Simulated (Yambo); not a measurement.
KMo2AlO8: sweep of GW parameters

G0W0@PBEsol for KMo$_{2}$AlO$_{8}$ (space group P-3m1, No. 164) in Yambo. Reference settings: 3×3×2 Γ-centred k mesh, bands 3 to 226 and a 6 Ry block in the screening, 226 bands in G with the Bruneval-Gonze terminator, plasmon pole fitted at 27.2 eV. The PBEsol gap Γ → Γ on this mesh is 3.68 eV; G0W0 gaps are taken between the same points.

```
change from the reference     G0W0 gap Γ → Γ (eV)  shift of the valence edge (eV)        rough Yambo cost
----------------------------  -------------------  ------------------------------  ----------------------
reference settings                           6.34                           -0.81                       1
97 bands in W, 97 bands in G                 6.53                           -0.68               about 1/3
115 bands in W                               6.42                           -0.74  within a factor of two
1 Ry block                                   7.20                           -1.38  within a factor of two
no random integration                        6.26                           -0.60                       –
97 bands in G, no terminator                 6.69                           -0.20                       –
```

The reference isn't shown to be the converged limit. Costs are rough (shared machines), scaled to the same edge states, and given only for runs that recompute the screening.

Spin-orbit splittings are left out.

Geometry of the Materials Project entry, not relaxed at this level; primitive cell a = 5.6379 Å, b = 5.6379 Å, c = 7.3183 Å, α = 90.00°, β = 90.00°, γ = 120.00°.

The structure is a Materials Project entry; no match was found in the copy of COD used, and its stability was not checked.

A shift is the quasiparticle energy of the state minus its PBEsol energy.
